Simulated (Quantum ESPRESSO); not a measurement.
Ge6AsAl, input and log of a self-consistent run

Computed values, not a measurement. The program is pw.x of Quantum ESPRESSO 7.5 (plane-wave density functional theory). The cell is made up: 8 atoms on a zincblende/diamond lattice, with randomly drawn elements, strain and displacements, not relaxed. PseudoDojo standard norm-conserving files (v0.5 for PBE, v0.4.1 for LDA and PBEsol) set the functional; there is no spin polarisation, spin-orbit coupling or dispersion term, and the masses in the input are unused placeholders.

Input:

```
&control calculation='scf', pseudo_dir='./dojo.nc.sr.pbe.v0_5.standard.upf', outdir='./o', disk_io='low', tprnfor=.true., tstress=.true. /
&system ibrav=0, nat=8, ntyp=3, nbnd=61, ecutwfc=84.00895049, nosym=.true., tot_charge=0,
 occupations='smearing', smearing='fd', degauss=0.0073498644
/
&electrons conv_thr=7.350e-09, electron_maxstep=60, /
ATOMIC_SPECIES
Al 1.0 Al.upf
As 1.0 As.upf
Ge 1.0 Ge.upf
CELL_PARAMETERS angstrom
5.6018 0.0 0.0
0.0 5.6018 0.0
0.0 0.0 5.6018
ATOMIC_POSITIONS angstrom
Ge -0.045 -0.0606 0.0022
Ge -0.0011 2.8336 2.7831
As 2.806 -0.0029 2.7089
Ge 2.7413 2.8056 0.0204
Ge 1.409 1.3935 1.3418
Ge 1.4068 4.1532 4.1291
Al 4.2401 1.4593 4.2028
Ge 4.2253 4.1535 1.4469
K_POINTS automatic
6 6 6 1 1 1
```

The log is shortened where brackets say so; the opening notice, blank lines, dates and the lines on written files are dropped, and the path of the files is cut. It prints rydbergs, bohrs and kilobars, and counts compression as positive stress.

```
     Program PWSCF v.7.5
     Parallel version (MPI & OpenMP), running on       4 processor cores
     Number of MPI processes:                 4
     Threads/MPI process:                     1
     [start-up lines left out]
     bravais-lattice index     =            0
     lattice parameter (alat)  =      10.5859  a.u.
     unit-cell volume          =    1186.2587 (a.u.)^3
     number of atoms/cell      =            8
     number of atomic types    =            3
     number of electrons       =       102.00
     number of Kohn-Sham states=           61
     kinetic-energy cutoff     =      84.0090  Ry
     charge density cutoff     =     336.0358  Ry
     scf convergence threshold =      7.3E-09
     mixing beta               =       0.7000
     number of iterations used =            8  plain     mixing
     Exchange-correlation= PBE
                           (   1   4   3   4   0   0   0)
     [axes and pseudopotential details left out]
   Cartesian axes
     site n.     atom                  positions (alat units)
         1        Ge     tau(   1) = (  -0.0080331  -0.0108180   0.0003927  )
         2        Ge     tau(   2) = (  -0.0001964   0.5058374   0.4968224  )
         3        As     tau(   3) = (   0.5009104  -0.0005177   0.4835767  )
         4        Ge     tau(   4) = (   0.4893606   0.5008390   0.0036417  )
         5        Ge     tau(   5) = (   0.2515263   0.2487593   0.2395302  )
         6        Ge     tau(   6) = (   0.2511336   0.7414045   0.7371024  )
         7        Al     tau(   7) = (   0.7569174   0.2605056   0.7502588  )
         8        Ge     tau(   8) = (   0.7542754   0.7414581   0.2582920  )
     number of k points=   108  Fermi-Dirac smearing, width (Ry)=  0.0073
     Number of k-points >= 100: set verbosity='high' to print them.
     Dense  grid:   123449 G-vectors     FFT dimensions: (  64,  64,  64)
     Estimated max dynamical RAM per process >     575.42 MB
     Estimated total dynamical RAM >       2.16 GB
     Initial potential from superposition of free atoms
     starting charge     101.9924, renormalised to     102.0000
     Starting wfcs are   67 randomized atomic wfcs
     total cpu time spent up to now is       20.1 secs
     per-process dynamical memory:   504.2 Mb
     Self-consistent Calculation
     iteration #  1     ecut=    84.01 Ry     beta= 0.70
     Davidson diagonalization with overlap
     ethr =  1.00E-02,  avg # of iterations =  3.7
     Threshold (ethr) on eigenvalues was too large:
     Diagonalizing with lowered threshold
     Davidson diagonalization with overlap
     ethr =  1.70E-04,  avg # of iterations =  6.8
     total cpu time spent up to now is      117.8 secs
     total energy              =   -1288.56058143 Ry
     estimated scf accuracy    <       0.18709954 Ry
     iteration #  2     ecut=    84.01 Ry     beta= 0.70
     Davidson diagonalization with overlap
     ethr =  1.83E-04,  avg # of iterations =  2.1
     total cpu time spent up to now is      147.8 secs
     total energy              =   -1288.56612810 Ry
     estimated scf accuracy    <       0.05249492 Ry
     iteration #  3     ecut=    84.01 Ry     beta= 0.70
     Davidson diagonalization with overlap
     ethr =  5.15E-05,  avg # of iterations =  2.4
     total cpu time spent up to now is      178.7 secs
     total energy              =   -1288.58187719 Ry
     estimated scf accuracy    <       0.02093323 Ry
     iteration #  4     ecut=    84.01 Ry     beta= 0.70
     Davidson diagonalization with overlap
     ethr =  2.05E-05,  avg # of iterations =  2.7
     total cpu time spent up to now is      208.5 secs
     total energy              =   -1288.58567592 Ry
     estimated scf accuracy    <       0.00044060 Ry
     iteration #  5     ecut=    84.01 Ry     beta= 0.70
     Davidson diagonalization with overlap
     ethr =  4.32E-07,  avg # of iterations =  8.3
     total cpu time spent up to now is      250.2 secs
     total energy              =   -1288.58581676 Ry
     estimated scf accuracy    <       0.00007466 Ry
     iteration #  6     ecut=    84.01 Ry     beta= 0.70
     Davidson diagonalization with overlap
     ethr =  7.32E-08,  avg # of iterations =  2.5
     total cpu time spent up to now is      280.5 secs
     total energy              =   -1288.58583386 Ry
     estimated scf accuracy    <       0.00001530 Ry
     iteration #  7     ecut=    84.01 Ry     beta= 0.70
     Davidson diagonalization with overlap
     ethr =  1.50E-08,  avg # of iterations =  2.0
     total cpu time spent up to now is      313.2 secs
     total energy              =   -1288.58583690 Ry
     estimated scf accuracy    <       0.00000088 Ry
     iteration #  8     ecut=    84.01 Ry     beta= 0.70
     Davidson diagonalization with overlap
     ethr =  8.61E-10,  avg # of iterations =  3.5
     total cpu time spent up to now is      350.2 secs
     total energy              =   -1288.58583708 Ry
     estimated scf accuracy    <       0.00000012 Ry
     iteration #  9     ecut=    84.01 Ry     beta= 0.70
     Davidson diagonalization with overlap
     ethr =  1.15E-10,  avg # of iterations =  2.1
     total cpu time spent up to now is      385.4 secs
     total energy              =   -1288.58583712 Ry
     estimated scf accuracy    <       0.00000002 Ry
     iteration # 10     ecut=    84.01 Ry     beta= 0.70
     Davidson diagonalization with overlap
     ethr =  2.02E-11,  avg # of iterations =  2.2
     total cpu time spent up to now is      422.4 secs
     End of self-consistent calculation
     Number of k-points >= 100: set verbosity='high' to print the bands.
     the Fermi energy is     9.3821 ev
!    total energy              =   -1288.58583712 Ry
     estimated scf accuracy    <          3.1E-09 Ry
     smearing contrib. (-TS)   =      -0.00144236 Ry
     internal energy E=F+TS    =   -1288.58439476 Ry
     The total energy is F=E-TS. E is the sum of the following terms:
     one-electron contribution =    -715.78777472 Ry
     hartree contribution      =     423.20165097 Ry
     xc contribution           =    -311.78277622 Ry
     ewald contribution        =    -684.21549478 Ry
     convergence has been achieved in  10 iterations
     Forces acting on atoms (cartesian axes, Ry/au):
     atom    1 type  3   force =     0.00783128    0.01875262   -0.02531083
     atom    2 type  3   force =     0.01232362   -0.04735910    0.00977479
     atom    3 type  2   force =     0.01586521    0.02348401    0.04894299
     atom    4 type  3   force =     0.04599725    0.00047711   -0.02575943
     atom    5 type  3   force =    -0.04570403   -0.00451581   -0.00143199
     atom    6 type  3   force =    -0.00538635    0.02635456    0.03041273
     atom    7 type  1   force =    -0.01602030   -0.01602917    0.01142054
     atom    8 type  3   force =    -0.01490668   -0.00116422   -0.04804879
     Total force =     0.128289     Total SCF correction =     0.000299
     Computing stress (Cartesian axis) and pressure
          total   stress  (Ry/bohr**3)                   (kbar)     P=       73.38
   0.00049479  -0.00001990   0.00000664           72.79       -2.93        0.98
  -0.00001990   0.00050252  -0.00013426           -2.93       73.92      -19.75
   0.00000664  -0.00013426   0.00049916            0.98      -19.75       73.43
     init_run     :     11.90s CPU     12.44s WALL (       1 calls)
     electrons    :    399.80s CPU    402.45s WALL (       1 calls)
     forces       :      6.64s CPU      6.68s WALL (       1 calls)
     stress       :     16.70s CPU     16.73s WALL (       1 calls)
     [timing details left out]
     PWSCF        :   7m22.88s CPU   7m26.35s WALL
     JOB DONE.
```

In other units: free energy -17532.103 eV for the cell, pressure 7.34 GPa, largest force component 1.258 eV/Å. A rerun of the same cell at another strain at 1437 eV and a 8 x 8 x 8 mesh moved values by no more than 0.003 eV in energy, 0.02 GPa in stress and 0.008 eV/Å in force.